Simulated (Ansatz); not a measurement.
In the program Ansatz at the r²SCAN level (PAW), TaP₂ in the orthorhombic phase (Cmc2_1; Ta on 4a, P on 4a, P on 4a) relaxes to a = 3.336 Å, b = 11.450 Å, c = 5.046 Å. Against the elements it lies at -0.66 eV/atom, with no fitted shifts.

Electronic character: metallic (no gap).

Bader charges are Ta +1.49, P -0.86 to -0.63 e.

The start of the workflow was typed in or built on a structure type; neither database checked (COD, Materials Project) lists it. Whether it is the stable phase at ambient conditions was not checked. The cell was relaxed with r²SCAN under the symmetry of its start; its stability against distortions is not shown here. The run is not spin-polarised. The references are the lowest solids computed at this level, not always the standard phases. Scalar-relativistic: spin–orbit coupling is off unless named, which matters more the heavier the elements.

Potentials: the earlier of the program's two PAW sets. The files were generated under PBE; for other functionals the program regenerates the frozen cores, and for LDA and PBEsol the local potential too.
